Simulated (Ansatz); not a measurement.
Given:

ZnSe:
```
ZnSe
1.0
    0.00000     2.83264     2.83264
    2.83264     0.00000     2.83264
    2.83264     2.83264     0.00000
Se Zn
1 1
Cartesian
  4.24896   4.24896   4.24896
  0.00000   0.00000   0.00000
```

This is the r²SCAN-relaxed structure.

Task: All from r²SCAN (plane waves, PAW; program Ansatz), unless another level is named. Predict the electron effective mass.

Result: 0.12 mₑ (isotropic).

Task: What about the hole effective mass, band 3 of 3 at the edge?

Result: 0.13 along [100], 0.11 along [110], 0.11 along [111] (mₑ).

Task: Next, the HSE06 gap on the r²SCAN cell?

Result: 2.42 eV.

Space group F-43m (zinc blende). Symmetry was held in the r²SCAN relaxation; phonons on a q-mesh show no instability. Spin–orbit coupling is left out wherever it is not named.

Potentials: the later of the program's two PAW sets.
